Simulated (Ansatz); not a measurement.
ZnCu2SnS4 (kesterite type, space group I-4)

```
ZnCu2SnS4
1.0
   -2.70724     2.70724     5.41134
    2.70724    -2.70724     5.41134
    2.70724     2.70724    -5.41134
Cu Zn Sn S
2 1 1 4
Direct
  0.00000   0.00000   0.00000
  0.75000   0.25000   0.50000
  0.25000   0.75000   0.50000
  0.50000   0.50000   0.00000
  0.63529   0.62867   0.52217
  0.10651   0.11312   0.47783
  0.37133   0.89349   0.00661
  0.88688   0.36471   0.99339
```

Equation-of-state scan: isotropic scaling of the cell above, V₀ being its volume. The atoms relax within the cell's symmetry.

The numbers are results of r2SCAN (plane waves to 500 eV, PAW, scalar-relativistic; Ansatz, a quantum-chemistry and plane-wave program), not measurements. k mesh 9×9×9 (Γ-centred), Fermi-Dirac smearing 0.05 eV. Energies are smeared free energies. Compression counts positive. The PAW data are Ansatz's earlier set. ZnCu2SnS4 is run without spin polarisation. ZnCu2SnS4 was relaxed with its symmetry unable to fall. The zero of ΔE is the relaxed starting cell.

| V (Å³/cell) | P (GPa) | ΔE (meV/atom) |
|---|---|---|
| 149.12 | 5.51 | ___ |
| 150.71 | 4.46 | ___ |
| 152.30 | 3.46 | 8.2 |
| 153.88 | 2.52 | 4.5 |
| 155.47 | 1.63 | ___ |
| 157.06 | 0.79 | 0.5 |
| 158.64 | 0.00 | 0.0 |
| 160.23 | -0.76 | 0.5 |
| 161.81 | -1.46 | ___ |
| 163.40 | -2.13 | 4.1 |
| 164.99 | -2.76 | 7.1 |
| 166.57 | -3.35 | 10.9 |
| 168.16 | -3.91 | 15.4 |

Fill in the missing entries.


- 149.12, ΔE (meV/atom): 19.3
- 150.71, ΔE (meV/atom): 13.1
- 155.47, ΔE (meV/atom): 2.0
- 161.81, ΔE (meV/atom): 1.8

(A scan under strain: stresses follow from slopes of the energy per volume, elastic moduli from its curvatures.)
